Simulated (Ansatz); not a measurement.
Relaxed-ion elastic tensor of TePb (zinc blende, F-43m) in GPa (Voigt order), LDA in the plane-wave PAW code Ansatz; density 6.15 g/cm³, 45.19 Å³ per atom.

|  | 1 | 2 | 3 | 4 | 5 | 6 |
|---|---|---|---|---|---|---|
| 1 | 30.8 | 29.5 | 29.5 | 0.0 | 0.0 | 0.0 |
| 2 | 29.5 | 30.8 | 29.5 | 0.0 | 0.0 | 0.0 |
| 3 | 29.5 | 29.5 | 30.8 | 0.0 | 0.0 | 0.0 |
| 4 | 0.0 | 0.0 | 0.0 | -8.4 | 0.0 | 0.0 |
| 5 | 0.0 | 0.0 | 0.0 | 0.0 | -8.4 | 0.0 |
| 6 | 0.0 | 0.0 | 0.0 | 0.0 | 0.0 | -8.4 |

Q: Is the crystal mechanically stable?

A: No: the smallest eigenvalue of C is -8.4 GPa.

The cell is a constructed one: a structure type filled with these elements; neither database checked (COD, Materials Project) lists it. It is not the phase usual at ambient conditions (space group No. 225). The cell was relaxed with LDA under the symmetry of its start. At this level the phase is mechanically unstable. Spin–orbit coupling is left out wherever it is not named.

Potentials: the later of the program's two PAW sets.
